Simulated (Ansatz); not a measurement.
Cr started on a Mg site in antifluorite Mg2Si, 96 atoms, charge 0

The calculation used DFT, PBEsol, PAW, plane waves in Ansatz 0.2.0.

Command:

```sh
ansatz run in.yaml --threads 8 --pin off --max-ram 118750MiB --runs-dir r --events-out ev --progress --plain --backend cuda --devices 0, --max-vram 170GiB
```

The input less its lattice and atoms (starting moments on atoms near the defect: 4 μB in all):

```yaml
crystal:
  symmetry: { detect: false }
kpoints:
  mp_grid: { grid: [1, 1, 1], shift: [0.25, 0.25, 0.25] }
hamiltonian:
  xc: pbesol
magnetization:
  spin_polarized: true
scf:
  occupations: { method: fermi_dirac, width: 0.01 }
relax:
  f_tol: 0.03
  max_steps: 80
  escape_saddle: false
  adjacent_minimum: "off"
output:
  forces: true
  eigenvalues: true
  populations: true
```

Start:

```
Mg Cr Si
1.0
    12.64950    0.00000    0.00000
     0.00000   12.64950    0.00000
     0.00000    0.00000   12.64950
Mg Cr Si
63 1 32
Direct
  0.37445 0.12610 0.12285
  0.37819 0.12430 0.62399
  0.37311 0.62344 0.12348
  0.87649 0.12342 0.12536
  0.87677 0.12575 0.62506
  0.87271 0.62694 0.12384
  0.87549 0.62723 0.62257
  0.12662 0.37367 0.12374
  0.12604 0.37440 0.62250
  0.12670 0.87717 0.12381
  0.12612 0.87512 0.62268
  0.62670 0.37493 0.12551
  0.62305 0.37340 0.62648
  0.62474 0.87551 0.12538
  0.62592 0.87518 0.62444
  0.12627 0.12607 0.37709
  0.12400 0.12750 0.87670
  0.12692 0.62659 0.37469
  0.12602 0.62694 0.87543
  0.62557 0.12531 0.37585
  0.62423 0.12433 0.87583
  0.62701 0.62560 0.37323
  0.62560 0.62345 0.87463
  0.12759 0.12387 0.12700
  0.12444 0.12889 0.62334
  0.12789 0.62428 0.12384
  0.12318 0.62548 0.62671
  0.62566 0.12425 0.12623
  0.62553 0.12633 0.62493
  0.62433 0.62534 0.12389
  0.62612 0.62388 0.62345
  0.37389 0.37522 0.37605
  0.37758 0.37702 0.87354
  0.37447 0.87508 0.37458
  0.37544 0.87233 0.87470
  0.87754 0.37427 0.37511
  0.87602 0.37739 0.87543
  0.87531 0.87584 0.37385
  0.87435 0.87710 0.87450
  0.37642 0.37771 0.12430
  0.37317 0.37700 0.62516
  0.37821 0.87789 0.12599
  0.37384 0.87634 0.62509
  0.87776 0.37301 0.12678
  0.87524 0.37460 0.62472
  0.87604 0.87401 0.12541
  0.87408 0.87655 0.62522
  0.37360 0.12398 0.37471
  0.37553 0.12621 0.87297
  0.37309 0.62543 0.37392
  0.37691 0.62486 0.87702
  0.87454 0.12385 0.37493
  0.87420 0.12853 0.87472
  0.87518 0.62520 0.37232
  0.87687 0.62240 0.87631
  0.12484 0.37380 0.37655
  0.12597 0.37370 0.87382
  0.12656 0.87551 0.37360
  0.12510 0.87708 0.87273
  0.62234 0.37244 0.37432
  0.62280 0.37567 0.87680
  0.62454 0.87451 0.37487
  0.62287 0.87613 0.87472
  0.37541 0.62768 0.62714
  0.00067 0.00122 0.00109
  0.00061 0.00019 0.50221
  0.00079 0.50344 0.00141
  0.99747 0.49809 0.49876
  0.49976 0.99917 0.99953
  0.49891 0.99844 0.50055
  0.50009 0.49922 0.00153
  0.49913 0.50075 0.50048
  0.24992 0.25196 0.00145
  0.24882 0.24991 0.49912
  0.24922 0.75049 0.99836
  0.25087 0.75176 0.50293
  0.75067 0.25266 0.99896
  0.75131 0.25026 0.50034
  0.74848 0.74881 0.99816
  0.75130 0.75104 0.50297
  0.24991 0.99786 0.25057
  0.25101 0.99737 0.74717
  0.24899 0.49787 0.24760
  0.24911 0.50019 0.75273
  0.75046 0.99985 0.25014
  0.75117 0.99962 0.75183
  0.74934 0.49927 0.25271
  0.75121 0.50151 0.75233
  0.99961 0.24947 0.24980
  0.00084 0.24978 0.75115
  0.99920 0.74928 0.24876
  0.99973 0.74812 0.75212
  0.49710 0.25005 0.25199
  0.50239 0.24799 0.75164
  0.50359 0.74769 0.24882
  0.50146 0.75362 0.75312
```

Steps:

| step | energy less the first (eV) | largest force component (eV/Å) |
| --- | --- | --- |
| start | 0.000 | 0.591 |
| 1 | -0.245 | 0.294 |
| 2 | -0.442 | 0.026 |

End:

```
Mg Cr Si
1.0
    12.64950    0.00000    0.00000
     0.00000   12.64950    0.00000
     0.00000    0.00000   12.64950
Mg Cr Si
63 1 32
Direct
  0.37584 0.12530 0.12515
  0.37553 0.12543 0.62485
  0.37530 0.62531 0.12515
  0.87545 0.12557 0.12496
  0.87566 0.12528 0.62559
  0.87535 0.62579 0.12514
  0.87550 0.62547 0.62494
  0.12565 0.37560 0.12523
  0.12605 0.37591 0.62508
  0.12543 0.87523 0.12525
  0.12632 0.87511 0.62544
  0.62529 0.37528 0.12510
  0.62510 0.37601 0.62551
  0.62546 0.87530 0.12482
  0.62441 0.87448 0.62529
  0.12554 0.12548 0.37522
  0.12547 0.12547 0.87534
  0.12594 0.62529 0.37576
  0.12627 0.62570 0.87451
  0.62526 0.12544 0.37523
  0.62544 0.12492 0.87504
  0.62485 0.62548 0.37569
  0.62462 0.62566 0.87436
  0.12443 0.12512 0.12504
  0.12540 0.12540 0.62498
  0.12550 0.62517 0.12516
  0.12800 0.62500 0.62489
  0.62531 0.12503 0.12476
  0.62480 0.12480 0.62505
  0.62503 0.62506 0.12488
  0.62161 0.62498 0.62488
  0.37532 0.37568 0.37582
  0.37609 0.37591 0.87485
  0.37602 0.87496 0.37573
  0.37540 0.87451 0.87433
  0.87544 0.37540 0.37548
  0.87549 0.37533 0.87526
  0.87533 0.87514 0.37535
  0.87515 0.87546 0.87511
  0.37531 0.37547 0.12518
  0.37504 0.37775 0.62484
  0.37511 0.87502 0.12473
  0.37492 0.87186 0.62467
  0.87506 0.37437 0.12503
  0.87534 0.37547 0.62510
  0.87526 0.87521 0.12492
  0.87484 0.87497 0.62480
  0.37506 0.12526 0.37532
  0.37534 0.12514 0.87490
  0.37521 0.62503 0.37780
  0.37500 0.62486 0.87192
  0.87517 0.12530 0.37431
  0.87501 0.12494 0.87522
  0.87502 0.62501 0.37554
  0.87525 0.62528 0.87477
  0.12519 0.37535 0.37537
  0.12686 0.37667 0.87317
  0.12679 0.87300 0.37661
  0.12543 0.87529 0.87515
  0.62311 0.37660 0.37679
  0.62520 0.37546 0.87497
  0.62513 0.87508 0.37521
  0.62324 0.87319 0.87293
  0.37406 0.62400 0.62445
  0.00022 0.00015 0.00013
  0.00062 0.99983 0.50006
  0.00055 0.50052 0.99977
  0.00057 0.50072 0.50048
  0.50027 0.99970 0.99964
  0.50003 0.99984 0.50036
  0.50018 0.50065 0.99987
  0.49610 0.50426 0.50419
  0.25045 0.25063 0.99986
  0.25056 0.25041 0.50053
  0.25050 0.75003 0.99965
  0.25436 0.74606 0.50414
  0.75016 0.25018 0.99985
  0.74991 0.25048 0.50034
  0.75007 0.75010 0.99966
  0.74969 0.74981 0.50058
  0.25022 0.99990 0.25053
  0.25067 0.00022 0.74977
  0.25060 0.50048 0.25063
  0.25447 0.50404 0.74590
  0.75036 0.00034 0.24998
  0.75011 0.99986 0.74982
  0.74997 0.50010 0.25056
  0.75026 0.50061 0.74978
  0.00025 0.25043 0.24999
  0.00073 0.25068 0.75043
  0.00058 0.75023 0.25051
  0.00075 0.75006 0.74985
  0.50037 0.25057 0.25054
  0.50018 0.25068 0.74974
  0.50021 0.74982 0.25032
  0.49534 0.74552 0.74536
```

The run converged.

Time: 6 s of wall time on one NVIDIA GB200 with 8 processor threads, on a host shared with other runs; peak host memory 2.3 GiB.

(1) How much energy did the relaxation gain, and which atom moved most?

The moment started at 4 μB and ended at 4.0 μB; no other spin state is shown. The one k point has no symmetry partners, which can distort the end along one axis.

Answers

(1) 0.44 eV in 2 steps, from a start with small random displacements; atom 96 (Si) moved 0.16 Å, the median atom 0.03 Å (drift of the whole cell removed).
